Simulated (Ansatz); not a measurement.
Relaxed CuAu (CuAu type, space group P4/mmm):

```xyz
4
Lattice="5.7212 0.0000 0.0000 0.0000 2.8606 0.0000 0.0000 0.0000 3.5518" Properties=species:S:1:pos:R:3 pbc="T T T"
Cu     1.4303     1.4303     1.7759
Cu     4.2909     1.4303     1.7759
Au     0.0000     0.0000     0.0000
Au     2.8606     0.0000     0.0000
```

The atoms are displaced by Q × the pattern below (from a DFPT mode at X = (0.5, 0.0, 0.0), largest move 1; Q in Å), at fixed cell. (q is in reciprocal vectors of the primitive cell; the cell shown is doubled to hold the pattern.)

```
atom      x      y       z
----  -----  -----  ------
Cu1   0.000  0.000   1.000
Cu2   0.000  0.000  -1.000
```

Atoms not listed stay in place.

The numbers are results of r2SCAN (plane waves to 500 eV, PAW, scalar-relativistic; Ansatz, a program for electronic structure), not measurements. k mesh 8×16×13 (Γ-centred), Fermi-Dirac smearing 0.05 eV. The energy includes the smearing's −TS. Stress and pressure are positive under compression. With partly filled bands, energies and forces of such displacements shift with the k mesh and the smearing. CuAu is run without spin polarisation. CuAu was relaxed with its symmetry unable to fall. Spin-orbit coupling is left out, though Au is heavy. The zero of ΔE is the undisplaced structure.

| Q (Å) | ΔE (eV/cell) | P (GPa) | −dE/dQ from forces (eV/Å) |
|---|---|---|---|
| -0.280 | 0.518 | 6.8 | 3.785 |
| -0.233 | 0.357 | 4.7 | 3.113 |
| -0.187 | 0.227 | 3.0 | 2.461 |
| -0.140 | 0.127 | 1.7 | 1.829 |
| -0.093 | 0.056 | 0.8 | 1.211 |
| -0.047 | 0.014 | 0.2 | 0.603 |
| 0.000 | 0.000 | 0.0 | 0.000 |
| 0.047 | 0.014 | 0.2 | -0.603 |
| 0.093 | 0.056 | 0.8 | -1.211 |
| 0.140 | 0.127 | 1.7 | -1.829 |
| 0.187 | 0.227 | 3.0 | -2.461 |
| 0.233 | 0.357 | 4.7 | -3.113 |
| 0.280 | 0.518 | 6.8 | -3.785 |

What the scan shows:

| Item | Value |
|---|---|
| Energy at Q = 0.280 Å | 518 meV/cell |
| Space group of the distorted cell | Pmma (No. 51), lowered from P4/mmm |
| Symmetry of the curve | even: the same for both signs |
| Shape of the curve | a single well with its minimum at or next to zero displacement |
| Harmonic wavenumber from the curvature (finite differences) | 166 cm⁻¹ |
| Wavenumber by perturbation theory (DFPT, on another k mesh) | 166 cm⁻¹ |

(A displaced cell: forces are minus the slopes of the energy, force constants its curvatures, and phonons follow from these.)
